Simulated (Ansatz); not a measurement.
Sb (A7 type, space group R-3m)

Space group R-3m, hexagonal axes (No. 166); a = b = 4.321 Å, c = 11.040 Å, α = β = 90.00°, γ = 120.00°

| atom | site | symmetry | x | y | z |
|---|---|---|---|---|---|
| Sb | 6c | 3m | 0.0000 | 0.0000 | 0.2364 |
(The calculation used a cell of 2 atoms; values per cell refer to that cell.)

This relaxed cell (volume V₀) is scaled evenly in all directions, its shape held. The atoms relax within the cell's symmetry.

Method: PBE-D3(BJ) (plane waves to 420 eV, PAW, scalar-relativistic; Ansatz, a quantum-chemistry and plane-wave program). k mesh 13×13×13 (Γ-centred), Fermi-Dirac smearing 0.05 eV. Energies are smeared free energies. Sb was relaxed with its symmetry unable to fall. Spin-orbit coupling is left out, though Sb is heavy. ΔE is measured from the relaxed starting cell.

### Question
Predict the ΔE (meV/atom) at V/V₀ = 0.840, 0.880, 0.920, 0.960, 1.040.

### Answer
| V/V₀ | ΔE (meV/atom) |
|---|---|
| 0.840 | 142 |
| 0.880 | 74 |
| 0.920 | 31 |
| 0.960 | 7 |
| 1.040 | 6 |

(Under strain, the slope of the energy per volume gives the stress and its curvature an elastic modulus.)
